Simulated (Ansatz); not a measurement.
A 6-atom cell of MoS₂ (P6_3/mmc) from a materials database, relaxed with r2SCAN+rVV10, was run in the PAW code Ansatz under altered settings. All numbers are computed, without spin polarisation but where a row says otherwise.

```
CELL_PARAMETERS angstrom
3.17301 0.00000 0.00000
-1.58650 2.74791 0.00000
0.00000 0.00000 12.43542
ATOMIC_POSITIONS crystal
Mo 0.66667 0.33333 0.25002
Mo 0.33333 0.66667 0.74998
S 0.33333 0.66667 0.37512
S 0.66667 0.33333 0.87509
S 0.33333 0.66667 0.12491
S 0.66667 0.33333 0.62488
```

The base run's other keys:
```yaml
kpoints:
  mp_grid: { grid: [6, 6, 2] }
hamiltonian:
  xc: pbe
scf:
  occupations: { method: fixed }
  n_extra_bands: 5
```

It takes 6 iterations with 2105 plane waves at 420 eV and 14 k points, and leaves a mean stress of +2.39 GPa. The gap over this mesh is 0.939 eV. It ran on 4 threads of Arm Neoverse V2, with other jobs on the host.

Outcomes, with energy and stress as changes against the base:
```
                             setting            outcome  ΔF (meV/atom)  Δ mean stress (GPa)  gap on the mesh (eV)  iterations  wall time
                  basis.ecutwfc: 300  converged, warned            +27                +0.22                 0.940           7     0.52 s
       scf.occupations: gaussian 0.2          converged            0.0                 0.00                 0.939           7     0.73 s
         scf.eigensolver.kind: dense            cut off              –                    –                     –           2       66 s
                 scf.mixing.ndim: 30          converged            0.0                 0.00                 0.939           8     0.81 s
              basis.ecutrho_ratio: 8          converged            0.0                 0.00                 0.939           6     0.79 s
                 hamiltonian.xc: lda          converged              –                -7.56                 0.864           7     0.74 s
                  basis.ecutwfc: 750          converged           -0.6                -0.01                 0.939           7      1.4 s
     scf.mixing.preconditioner: none          converged            0.0                 0.00                 0.939           8     0.81 s
                  basis.ecutwfc: 200  converged, warned          +1403                -1.80                 0.927           8     0.43 s
             basis.ecutrho_ratio: 12          converged            0.0                 0.00                 0.939           6     0.92 s
     kpoints.mp_grid.grid: [8, 8, 1]          converged           +4.1                +0.13                 1.027           7     0.59 s
scf.occupations: methfessel_paxton 4            cut off              –                    –                     –         188       56 s
```
A dash marks a value that wasn't obtained or can't be compared. «Cut off» means the job's short time limit, which needn't be the setting's fault. Stress is positive in compression. The base took 0.74 s.

- basis.ecutwfc: 300. 1289 plane waves in place of 2105. The free energy moves by +27 meV an atom, the mean stress by +0.22 GPa and the gap on the mesh by +0.001 eV (to 0.940). The basis is too small: these are errors of the cutoff. Warned: cutoff below recommended.
- scf.eigensolver.kind: dense. It was cut off at its time limit, after 2 iterations (the base needs 6).
- hamiltonian.xc: lda. The mean stress moves by -7.56 GPa and the gap on the mesh by -0.075 eV (to 0.864). It's another functional on the same cell, so totals aren't comparable.
- basis.ecutwfc: 200. 713 plane waves in place of 2105. The free energy moves by +1403 meV an atom, the mean stress by -1.80 GPa and the gap on the mesh by -0.012 eV (to 0.927). The basis is too small: these are errors of the cutoff. Warned: cutoff below recommended.
- kpoints.mp_grid.grid: [8, 8, 1]. The free energy moves by +4.1 meV an atom, the mean stress by +0.13 GPa and the gap on the mesh by +0.089 eV (to 1.027). The gap changes mostly because other points are sampled; a mesh that misses a band edge overestimates it. The mesh is too coarse.
- scf.occupations: methfessel_paxton 4. It was cut off at its time limit, after 188 iterations (the base needs 6). Error: SIGTERM received: cancelled by the caller after 188 completed SCF iterations

Within 1 meV an atom, 0.1 GPa and 0.005 eV of the base stay: scf.occupations: gaussian 0.2; scf.mixing.ndim: 30; basis.ecutrho_ratio: 8; basis.ecutwfc: 750; scf.mixing.preconditioner: none; basis.ecutrho_ratio: 12.

Spin-orbit coupling is left out.
